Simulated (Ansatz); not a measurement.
Polymorphs of GePd, each relaxed with the program Ansatz at the PBE level (PAW):

A: I4_1md, a = 3.1660 Å, b = 3.1660 Å, c = 13.6771 Å, α = 90.00°, β = 90.00°, γ = 90.00°

B: P6/mmm, a = b = 5.613 Å, c = 4.013 Å, α = β = 90.00°, γ = 120.00°

C: NiAs type (P6_3/mmc), a = b = 3.7097 Å, c = 5.8085 Å, α = β = 90.00°, γ = 120.00°

D: rock salt (Fm-3m), a = b = c = 5.215 Å, α = β = γ = 90.00°

E: CsCl type (Pm-3m), a = 3.1750 Å, b = 3.1750 Å, c = 3.1750 Å, α = 90.00°, β = 90.00°, γ = 90.00°

Q: Rank these by energy per atom at 0 K (lowest first), as PBE gives it.

A: C (+0 meV/atom), A (+99 meV/atom), E (+109 meV/atom), B (+155 meV/atom), D (+238 meV/atom)

Constructed cells (a structure type filled with these elements, in neither database checked): A; B; C; D; E. All cells were relaxed under the symmetry of their starts (and spin orders); stability against distortions was not tested throughout. Rows with no word on spin ran without spin polarisation. Scalar-relativistic: spin–orbit coupling is off unless named, which matters more the heavier the elements.

Energies hold the estimated change up to a 700 eV cutoff; steps of a few meV lie near the error of the meshes.

Potentials: the later of the program's two PAW sets.
